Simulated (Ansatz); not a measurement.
What DFT gives for TiFe2

```
CELL_PARAMETERS angstrom
4.75753 0.00000 0.00000
-2.37877 4.12014 0.00000
0.00000 0.00000 7.77017
ATOMIC_POSITIONS crystal
Fe 0.00000 0.00000 0.00000
Fe 0.00000 0.00000 0.50000
Ti 0.33330 0.66670 0.06470
Ti 0.66660 0.33330 0.56470
Ti 0.33330 0.66670 0.43530
Ti 0.66670 0.33340 0.93530
Fe 0.82950 0.65900 0.25000
Fe 0.17050 0.82950 0.75000
Fe 0.34100 0.17050 0.25000
Fe 0.17050 0.34100 0.75000
Fe 0.82950 0.17050 0.25000
Fe 0.65900 0.82950 0.75000
```

The numbers come from plane-wave PAW DFT (Ansatz): r2SCAN, no spin polarisation, 500 eV, 8×8×5 Γ-centred k points, fermi-dirac occupations (width 0.0224 eV). Nothing was relaxed.

Charges: Bader charges in e: Ti +1.38, Fe -0.70 to -0.67. In the mean Ti gives up most and Fe takes most.
Stress: The pressure is -13.4 GPa (compression positive), so with the atoms held at these fractions the cell would first shrink. The principal stresses -14.7, -14.7, -10.7 GPa differ, so its shape would change too.
Contacts: Fe–Fe at 2.32 Å: least valence density 0.47 e/Å³ and ELF 0.29 there. Ti–Fe at 2.78 Å: least valence density 0.24 e/Å³ and ELF 0.27 there. Ti–Ti at 2.88 Å: least valence density 0.17 e/Å³ and ELF 0.14 there. These are pseudo-fields; inside the PAW spheres they differ from the all-electron ones.
Forces: The largest is on Fe7 (and as large on other atoms): 0.28 eV/Å, components (0.00, -0.28, 0.00). It makes 30° with the line to a nearest neighbour, Fe11 at 2.32 Å, pointing towards it.
Electronic structure: It is a metal, with about 20 states/eV a cell as the mean within 0.25 eV of the Fermi level, mostly Fe d (80 %) and Ti d (16 %).

Origin: a database entry at a rescaled volume. Caveats: no spin polarisation, so a magnetic state may lie lower; atoms or cell far from equilibrium.
